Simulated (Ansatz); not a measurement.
The start is a generated cell, Pb built in the fcc structure type. A full variable-cell relaxation at zero pressure is run with PBE (plane waves to 420 eV, PAW, scalar-relativistic; Ansatz, a program for electronic structure). The first steps use a coarse 11×11×11 k-mesh.

Initial structure:
```
CELL_PARAMETERS angstrom
      0.00000     2.47500     2.47500
      2.47500     0.00000     2.47500
      2.47500     2.47500     0.00000
ATOMIC_POSITIONS crystal
  Pb 0.00000 0.00000 0.00000
```

Q: How large is the pressure on the unrelaxed cell, and of which sign?

A: +2.2 GPa (positive: the cell is compressed).

Q: How does the volume per atom move from start to end?

A: +5.2 %, from 30.32 to 31.89 Å³/atom.

Q: How do the shortest distances between atoms change?

A: The closest pairs of elements (up to four, under 3.6 Å), start → end: Pb–Pb 3.50 → 3.56 Å.

Q: What band gap does the relaxed structure have at this level?

A: Zero (metallic).

Q: Write out the relaxed structure.

A: 
Space group Fm-3m (No. 225); a = b = c = 5.0341 Å, α = β = γ = 90.00°

```tsv
atom	site	symmetry	x	y	z
Pb	4a	m-3m	0.0000	0.0000	0.0000
```
(The calculation used a cell of 1 atom; values per cell refer to that cell.)

The space group stays Fm-3m (No. 225) (the run could not lower it); the end is fcc (Cu type), with 1 atom in the primitive cell. Final values are on a 16×16×16 k-mesh of the relaxed cell. No spin polarisation in the result.

The run could not lose the symmetry of its start.
